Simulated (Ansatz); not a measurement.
The relaxed structure here is a generated cell of AlPd: the first start was made by placing the elements on the sites of a structure type, and the end was not matched to a known phase here, so it may be hypothetical.

One starting cell of AlPd (a generated cell, AlPd built in the AFLOW prototype AB_oP2_25_b_a (as in CdTe)) was relaxed twice with Ansatz (plane waves, PAW, scalar-relativistic): with PBEsol at 420 eV and with PBE at 420 eV. The PBEsol result:

AlPd is taken in the orthorhombic space group Pmmm (No. 47), Pearson symbol oP2. Lattice parameters: a = 2.7700 Å, b = 2.8082 Å, c = 4.1830 Å, α = β = γ = 90.00°. Al on 1d is coordinated by 4 Pd at 2.509 Å and 4 Al at 2.770–2.808 Å. Pd on 1a is surrounded by 4 Al at 2.509 Å and 4 Pd at 2.770–2.808 Å. (Neighbours: up to the widest gap in distance over summed covalent radii, below 1.35, at either atom.)

| quantity | PBEsol | PBE |
|---|---|---|
| space group | Pmmm | Pmmm |
| volume (Å³/atom) | 16.27 | [?] |
| a (Å) | 2.770 | [?] |
| b (Å) | 2.808 | [?] |
| c (Å) | 4.183 | [?] |
| gap (eV, no spin-orbit coupling) | 0.00 | [?] |

Task: What does PBE give for the same quantities?

Result: 
- volume (Å³/atom), PBE: 16.97
- a (Å), PBE: 2.806
- b (Å), PBE: 2.866
- c (Å), PBE: 4.219
- gap (eV, no spin-orbit coupling), PBE: 0.00

Both levels end in the same structure; PBE's volume is 4.3 % larger. Neither column is exact.

No spin polarisation in the result.

The run could not lose the symmetry of its start: the end is stationary, and may be a saddle point rather than a minimum.

Ansatz is a first-principles code.
